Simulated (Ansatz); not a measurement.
## Two states of EuAgSb

```yaml
crystal:
  lattice:
    - [4.74166, 0.00000, 8.25975]
    - [-2.37083, 4.10639, 0.00000]
    - [4.74166, 0.00000, -8.25975]
  atoms:
    - { symbol: Sb, position: [0.29165, 0.66670, 0.04165] }
    - { symbol: Sb, position: [0.79165, 0.66670, 0.54165] }
    - { symbol: Sb, position: [0.20830, 0.33330, 0.45830] }
    - { symbol: Sb, position: [0.70830, 0.33330, 0.95830] }
    - { symbol: Eu, position: [0.00000, 0.00000, 0.00000] }
    - { symbol: Eu, position: [0.50000, 0.00000, 0.50000] }
    - { symbol: Eu, position: [0.25000, 0.00000, 0.75000] }
    - { symbol: Eu, position: [0.75000, 0.00000, 0.25000] }
    - { symbol: Ag, position: [0.04165, 0.66670, 0.29165] }
    - { symbol: Ag, position: [0.54165, 0.66670, 0.79165] }
    - { symbol: Ag, position: [0.45830, 0.33330, 0.20830] }
    - { symbol: Ag, position: [0.95830, 0.33330, 0.70830] }
```

Level: r2SCAN; 500 eV; 5×5×5 Γ-centred mesh; gaussian occupations (width 0.0961 eV); Ansatz 0.2.0, fixed geometry.

State A: Eu5 up, Eu6 down, Eu7 up, Eu8 down (collinear spin). State B: Eu5 up, Eu6 up, Eu7 up, Eu8 up (collinear spin).

Task: Compare the two self-consistent states.

Result: State B is lower by 4.7 meV an atom at zero smearing. So small a gap isn't resolved on this mesh where a state is a metal.

```csv
state,free energy (meV/atom),largest moment in a small sphere (μB),net moment (μB/cell),gap on mesh (eV),pressure (GPa),largest force (eV/Å)
A,4.7,6.92,0.00,metal,0.8,0.01
B,0.0,6.91,28.01,metal,0.6,0.00
```

Origin: a database entry at a rescaled volume. Caveats: the k mesh is coarse if the cell is a metal; f shells without a U or exact exchange are poorly placed.
